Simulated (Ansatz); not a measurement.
## Elastic constants of ScGePd: input and output

The calculation used Ansatz 0.2.0, DFT LDA, scalar-relativistic, plane waves, PAW.

Launched with:
```bash
ansatz run input.yaml --threads 2 --pin off --max-ram 6144MiB --backend cpu --events-out ev --progress --plain --runs-dir out
```

Input (bare energies are in eV):
```yaml
crystal:
  lattice:
    - [6.6003519103, 0.0, 0.0]
    - [-3.3001759551, 5.7160724282, 0.0]
    - [0.0, 0.0, 3.8701389078]
  atoms:
    - { symbol: Sc, position: [0.0, 0.5778229197, 0.0] }
    - { symbol: Sc, position: [0.4221770803, 0.4221770803, 0.0] }
    - { symbol: Sc, position: [0.5778229197, 0.0, 0.0] }
    - { symbol: Ge, position: [0.3333333333, 0.6666666667, 0.5] }
    - { symbol: Ge, position: [0.6666666667, 0.3333333333, 0.5] }
    - { symbol: Ge, position: [0.0, 0.0, 0.0] }
    - { symbol: Pd, position: [0.0, 0.2487542831, 0.5] }
    - { symbol: Pd, position: [0.7512457169, 0.7512457169, 0.5] }
    - { symbol: Pd, position: [0.2487542831, 0.0, 0.5] }
basis:
  ecutwfc: 420
kpoints:
  mp_grid: { grid: [6, 6, 10] }
hamiltonian:
  xc: lda
scf:
  occupations: { method: fermi_dirac, width: 0.15 }
output:
  forces: true
  stress: true
  eigenvalues: true
elastic:
  mode: relaxed_ion
  amplitude: 0.005
  stencil: two_point
```

From the output:
```
--- Elastic constants: 3 strain directions × 2 members + reference (group order 12) ---
  dense FFT box of the reference and of every strained cell: 45×45×27
  strains applied: 11, 33, 23; error gains: componentwise 1.00 (the most a stress slope's error grows in a printed constant), spectral 1.41 (1 for all six strains in a standard setting)
  reference relaxed by the batch: 2 steps; max|allowed force component| 8.96e-5 eV/Å at the deck's positions, 5.91e-6 at the last accepted step, 5.78e-6 by the solve of record
  largest displacement 6.5e-6 Å; the constants are those of the deck's cell at these positions:
  atoms:
    - { symbol: Sc, position: [0.0, 0.5778228781532524, 0.0] }
    - { symbol: Sc, position: [0.4221771218467477, 0.42217712184674777, 0.0] }
    - { symbol: Sc, position: [0.5778228781532524, -3.876197430991898e-24, 0.0] }
    - { symbol: Ge, position: [0.3333333333333333, 0.6666666666666669, 0.5] }
    - { symbol: Ge, position: [0.6666666666666669, 0.33333333333333337, 0.5] }
    - { symbol: Ge, position: [1.2490400959927463e-23, -3.537305355965457e-24, 0.0] }
    - { symbol: Pd, position: [1.3877787807814457e-17, 0.24875526872240025, 0.5] }
    - { symbol: Pd, position: [0.7512447312775998, 0.7512447312775999, 0.5] }
    - { symbol: Pd, position: [0.24875526872240025, 6.88320898394956e-24, 0.5] }
  C = ∂σ_k/∂η_j (tension-positive GPa; Voigt order 11 22 33 23 13 12):
       229.361     92.789    118.836      0.000      0.000      0.000
        92.789    229.361    118.836     -0.000     -0.000     -0.000
       118.830    118.830    195.811     -0.000     -0.000     -0.000
        -0.000      0.000      0.000     77.674     -0.000      0.000
         0.000      0.000      0.000      0.000     77.674     -0.000
        -0.000      0.000      0.000      0.000      0.000     68.286
  reference stress σ⁰ (GPa):     -0.000     -0.000      0.002     -0.000     -0.000      0.000
  C* (energy form; C + prestress term) asymmetry max|C*_kj − C*_jk| = 4.196e-3 GPa — a small one proves nothing (zero by symmetry where the batch's group is 432, −43m or m−3m); a large one is finite-difference/SCF noise where every solve ...
  moduli (Voigt/Reuss/Hill, GPa): K = 146.16/146.11/146.13   G = 66.33/62.34/64.33   E = 168.30   ν = 0.308
  mechanically stable: yes (min eigenvalue of sym C = 68.29 GPa)
  strain η (Voigt 11):  stress-route row diagonal C_11 = 229.36 GPa, energy-path curvature d²(F+E_count+ΔE)/dδ²/Ω₀ = 229.44 GPa
         δ    σ_11 (GPa) F (eV) n_scf n_hpsi n_pw
    -5.000e-3      -1.1682      -39457.3245258       6   67567   2866   relax 6 steps, max|allowed force component| 2.26e-5 eV/Å
     5.000e-3       1.1255      -39457.3245893       6   67475   2888   relax 4 steps, max|allowed force component| 1.67e-5 eV/Å
  strain η (Voigt 33):  stress-route row diagonal C_33 = 195.81 GPa, energy-path curvature d²(F+E_count+ΔE)/dδ²/Ω₀ = 195.94 GPa
         δ    σ_33 (GPa) F (eV) n_scf n_hpsi n_pw
    -5.000e-3      -0.9835      -39457.3249407       6   36169   2859   relax 4 steps, max|allowed force component| 1.11e-6 eV/Å
     5.000e-3       0.9746      -39457.3249344       6   36593   2892   relax 3 steps, max|allowed force component| 1.80e-5 eV/Å
  strain η (Voigt 23):  stress-route row diagonal C_44 = 77.67 GPa, energy-path curvature d²(F+E_count+ΔE)/dδ²/Ω₀ = 77.77 GPa
         δ    σ_23 (GPa) F (eV) n_scf n_hpsi n_pw
    -5.000e-3      -0.3884      -39457.3262860       6   95211   2874   relax 5 steps, max|allowed force component| 2.63e-6 eV/Å
     5.000e-3       0.3884      -39457.3262860       6   95250   2874   relax 4 steps, max|allowed force component| 3.42e-5 eV/Å
```

It took 35 min on 2 threads of Arm Neoverse V1, with other jobs on the host, peak memory 1.3 GiB.

In a metal, frequencies and elastic constants depend on the k mesh and the smearing, soft modes and shear constants most.